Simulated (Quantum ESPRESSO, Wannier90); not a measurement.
# Li₃BrO (anti-perovskite): Wannier90 run

```
begin unit_cell_cart
ang
    3.9486400000    0.0000000000    0.0000000000
    0.0000000000    3.9486400000    0.0000000000
    0.0000000000    0.0000000000    3.9486400000
end unit_cell_cart
begin atoms_frac
Li   0.5000000000  0.0000000000  0.0000000000
Li   0.0000000000  0.5000000000  0.0000000000
Li   0.0000000000  0.0000000000  0.5000000000
Br   0.5000000000  0.5000000000  0.5000000000
O    0.0000000000  0.0000000000  0.0000000000
end atoms_frac
```

Structure: Materials Project mp-28593, symmetrised, not relaxed again. COD (Crystallography Open Database) has an entry of this formula and space group (matched by these alone). Level: PBEsol, spinors with spin-orbit coupling; pw.x of Quantum ESPRESSO at 68 Ry with PseudoDojo potentials, 6×6×6 k-points, Wannier90. Density: 8×8×8 mesh, Gaussian smearing 0.01 Ry.

A tight-binding model is made by disentanglement and projection with no localisation steps (num_iter = 0), so the 40 orbitals stay atom-like: hydrogen-like Li: s;p; Br: s;p; O: s;p, axes along x, y, z; frozen window up to 5.78 eV relative to the valence-band maximum. It follows pw.x to 4.9 meV rms for states up to 5.3 eV relative to the valence-band maximum. Matrix elements depend on this choice of orbitals and windows.

### Question
What are the on-site energies relative to the valence-band maximum, and how fast do the hoppings decay?

### Answer
```json
[
 {"atom": "Li1", "orbitals": "s↑ s↓", "energy (eV)": "9.63"},
 {"atom": "Li1", "orbitals": "pz↑ pz↓ py↑ py↓", "energy (eV)": "9.96"},
 {"atom": "Li1", "orbitals": "px↑ px↓", "energy (eV)": "14.24"},
 {"atom": "Li2", "orbitals": "s↑ s↓", "energy (eV)": "9.63"},
 {"atom": "Li2", "orbitals": "pz↑ pz↓ px↑ px↓", "energy (eV)": "9.96"},
 {"atom": "Li2", "orbitals": "py↑ py↓", "energy (eV)": "14.24"},
 {"atom": "Li3", "orbitals": "s↑ s↓", "energy (eV)": "9.63"},
 {"atom": "Li3", "orbitals": "pz↑ pz↓", "energy (eV)": "14.24"},
 {"atom": "Li3", "orbitals": "px↑ px↓ py↑ py↓", "energy (eV)": "9.96"},
 {"atom": "Br4", "orbitals": "s↑ s↓", "energy (eV)": "-13.69"},
 {"atom": "Br4", "orbitals": "pz↑ pz↓ px↑ px↓ py↑ py↓", "energy (eV)": "-1.03"},
 {"atom": "O5", "orbitals": "s↑ s↓", "energy (eV)": "-13.35"},
 {"atom": "O5", "orbitals": "pz↑ pz↓ px↑ px↓ py↑ py↓", "energy (eV)": "0.58"}
]
```

| distance of the centres (Å) | largest modulus (eV) |
|---|---|
| 1–2 | 2.8 |
| 2–3 | 1.5 |
| 3–4 | 0.49 |
| 4–5 | 0.15 |
| 5–6 | 0.32 |
| 6–7 | 0.036 |
| 7–8 | 0.013 |
| 8–9 | 0.020 |
| 9–10 | 0.0045 |
| 10–11 | 0.0061 |
